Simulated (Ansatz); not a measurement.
**Property card for LiSnF3**

These are results of DFT PBE, scalar-relativistic, plane waves, PAW in Ansatz 0.2.0, not measurements.

Settings: cutoff 420 eV, Γ-centred mesh 6×6×6 on the computed 5-atom cell, Gaussian smearing of 0.02 eV; no spin polarisation.

The structure is relaxed at this level of theory with its symmetry kept, and needn't be the ground state of this composition.

```cif
data_structure
_symmetry_space_group_name_H-M 'R3m:H'
_symmetry_Int_Tables_number 160
_cell_length_a 5.8179
_cell_length_b 5.8179
_cell_length_c 7.4961
_cell_angle_alpha 90.000
_cell_angle_beta 90.000
_cell_angle_gamma 120.000
_cell_volume 219.73
loop_
_atom_site_label
_atom_site_type_symbol
_atom_site_symmetry_multiplicity
_atom_site_Wyckoff_symbol
_atom_site_fract_x
_atom_site_fract_y
_atom_site_fract_z
_atom_site_occupancy
Li1 Li 3 a 0.33333 0.66667 0.64438 1
Sn1 Sn 3 a 0.33333 0.66667 0.06869 1
F1 F 9 b 0.17568 0.82432 0.87501 1
```

* Space group: R3m (No. 160)
* Volume per atom: 14.65 Å³
* Formation energy from the elements' standard states (uncorrected): -2.524 eV/atom
* Kohn–Sham band gap: 3.91 eV
* Orbital (Löwdin) character of the top 1 eV of the valence band: Sn 5s 43 %, F 2p 42 %, Sn 5p 13 %
* Orbital (Löwdin) character of the lowest 1 eV of the conduction band: Sn 5p 75 %, F 2p 11 %
* Bader charge by site (e): Li (1 in the cell) 0.91, Sn (1 in the cell) 1.54, F (3 in the cell) -0.82

The cell was found from a structure generator's guess, not taken from experiment. Kohn–Sham gaps at this level usually fall short of measured ones. Löwdin shares on free-atom orbitals overweight diffuse shells in the empty bands.
